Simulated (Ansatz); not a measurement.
The start is a generated cell, Be built in the AFLOW prototype A_mP4_4_2a (as in Te). A full variable-cell relaxation at zero pressure is run with PBE (plane waves to 420 eV, PAW, scalar-relativistic; Ansatz, a first-principles code). The first steps use a coarse 16×7×10 k-mesh.

Starting cell:
```
Be
1.0
    2.06387     0.00000     0.00000
    0.00000     4.99544     0.00000
   -0.14964     0.00000     3.16141
Be
4
Direct
  0.25000   0.73000   0.48000
  0.75000   0.23000   0.52000
  0.48000   0.50000   0.02000
  0.52000   0.00000   0.98000
```

Question: How large is the pressure on the unrelaxed cell, and of which sign?

Answer: +11.0 GPa (positive: the cell is compressed).

Question: Which atoms feel the largest initial force, and how large is it?

Answer: 2.39 eV/Å, on Be1, Be2 (atoms numbered as listed).

Question: Does the structure survive the relaxation? Give the final space group.

Answer: The space group goes from P2₁ (No. 4) to Fm-3m (No. 225); the end is fcc (Cu type), with 1 atom in the primitive cell.

Question: How much energy is released per atom?

Answer: 0.51 eV/atom.

Question: How do the shortest distances between atoms change?

Answer: The closest pairs of elements (up to four, under 3.6 Å), start → end: Be–Be 1.93 → 2.23 Å.

Final values are on a 25×25×25 k-mesh of the relaxed cell. No spin polarisation in the result.

The run could not lose the symmetry of its start; a randomly shaken copy of 2 atoms returns to this structure.

The relaxed structure here is a generated cell of Be: the first start was made by placing the elements on the sites of a structure type, and the end was not matched to a known phase here, so it may be hypothetical. Known forms of Be include space group No. 194.
